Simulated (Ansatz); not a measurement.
The end point of a relaxation of HfO2. Computed with r2SCAN (plane waves to 500 eV, PAW, scalar-relativistic; Ansatz, a quantum-chemistry and plane-wave program).

```xyz
12
Lattice="5.5410 0.0000 0.0000 0.0000 3.3170 0.0000 0.0000 0.0000 6.4687" Properties=species:S:1:pos:R:3 pbc="T T T"
Hf     4.1675     0.8293     3.9392
Hf     1.3969     0.8293     5.7638
Hf     1.3736     2.4878     2.5295
Hf     4.1441     2.4878     0.7049
O      3.5451     0.8293     5.9792
O      0.7746     0.8293     3.7238
O      1.9960     2.4878     0.4895
O      4.7665     2.4878     2.7449
O      2.8951     0.8293     2.2020
O      0.1246     0.8293     1.0324
O      2.6459     2.4878     4.2667
O      5.4165     2.4878     5.4363
```

Problem. Find the space group and the Wyckoff positions (tolerance 0.01 Å).

Solution. Space group Pnma (No. 62); a = 5.541 Å, b = 3.317 Å, c = 6.469 Å, α = 90.00°, β = 90.00°, γ = 90.00°

```csv
atom,site,symmetry,x,y,z
Hf,4c,.m.,0.2479,0.7500,0.3910
O,4c,.m.,0.1398,0.2500,0.5757
O,4c,.m.,0.0225,0.2500,0.1596
```

This is the AFLOW prototype A2B_oP12_62_2c_c (C23, as in PbCl2).

Problem. Give the shortest distances between elements (the closest pairs, up to four, under 3.6 Å).

Solution. Hf–O 2.13 Å; O–O 2.47 Å; Hf–Hf 3.32 Å.

```yaml
volume_per_atom: 9.91 Å³
band_gap: 3.98 eV, direct at Γ (no spin-orbit coupling)
```

No spin polarisation in the result.

The run could not lose the symmetry of its start.

The first start was generated by placing the elements on the sites of a structure type. Materials Project lists a structure of HfO2 in the same space group, Pnma (No. 62); the sites were not compared with it, nor with measured phases. Known forms of HfO2 include space group No. 14, 29, 137, 225.
